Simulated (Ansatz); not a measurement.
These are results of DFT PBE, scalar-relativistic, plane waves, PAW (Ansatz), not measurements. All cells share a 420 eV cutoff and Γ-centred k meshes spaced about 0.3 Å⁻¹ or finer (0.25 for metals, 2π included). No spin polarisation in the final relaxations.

Temperature and zero-point effects are left out. All come from trial cells, and lower structures may exist.

Question: Order these relaxed structures of Sc3BP2 by energy, lowest first, with the energy over the lowest of them.
1.

```xyz
6
Lattice="3.6443 0.0000 0.0000 0.0000 3.6443 0.0000 0.0000 0.0000 7.3626" Properties=species:S:1:pos:R:3 pbc="T T T"
Sc    1.8221    0.0000    4.8177
Sc    0.0000    1.8221    2.5449
Sc    1.8221    1.8221    0.0000
B     0.0000    0.0000    0.0000
P     1.8221    0.0000    2.1121
P     0.0000    1.8221    5.2505
```

2.

```xyz
6
Lattice="1.9148 1.1055 8.1846 -1.9148 1.1055 8.1846 0.0000 -2.2111 8.1846" Properties=species:S:1:pos:R:3 pbc="T T T"
Sc    0.0000    0.0000   12.2769
Sc    0.0000    0.0000    7.0113
Sc    0.0000    0.0000   17.5424
B     0.0000    0.0000    0.0000
P     0.0000    0.0000    2.5894
P     0.0000    0.0000   21.9643
```

3.

```xyz
6
Lattice="-1.8416 1.8416 7.7631 1.8416 -1.8416 7.7631 1.8416 1.8416 -7.7631" Properties=species:S:1:pos:R:3 pbc="T T T"
Sc    0.0000    0.0000   13.0104
Sc    0.0000    0.0000    2.5158
Sc    0.0000    0.0000    7.7631
B     0.0000    0.0000    0.0000
P     0.0000    0.0000    5.1639
P     0.0000    0.0000   10.3623
```

4.

```xyz
6
Lattice="3.6405 0.0000 0.0000 -1.8203 3.1528 0.0000 0.0000 0.0000 9.1494" Properties=species:S:1:pos:R:3 pbc="T T T"
Sc    1.8203    1.0509    7.6873
Sc    0.0000    2.1018    1.4620
Sc    0.0000    0.0000    4.5747
B     0.0000    0.0000    0.0000
P     0.0000    2.1018    6.1455
P     1.8203    1.0509    3.0038
```

Answer: 2 (0 meV/atom), 4 (83 meV/atom), 3 (101 meV/atom), 1 (158 meV/atom). Forms: 2 R-3m; 4 P-3m1; 3 I4/mmm; 1 P-4m2. Counting B or P atoms around Sc (for each partner element, those within 1.25 times its shortest distance or 1.15 times the sum of covalent radii, where it is the nearest in units of that sum or under 1.3; a plus sign parts groups by distance over the sum of covalent radii; a slash parts the counts of unlike sites): cell 2 has Sc 6; cell 4 has Sc 6; cell 3 has Sc 6; cell 1 has Sc 5+2/8.

With atoms moved at random, R-3m (by 34 meV/atom) fell into a lower structure; P-3m1 came back. Without a clear test, and held by symmetry: I4/mmm and P-4m2.

Some types were kept out of the candidates beforehand, so the set may lack a known form.
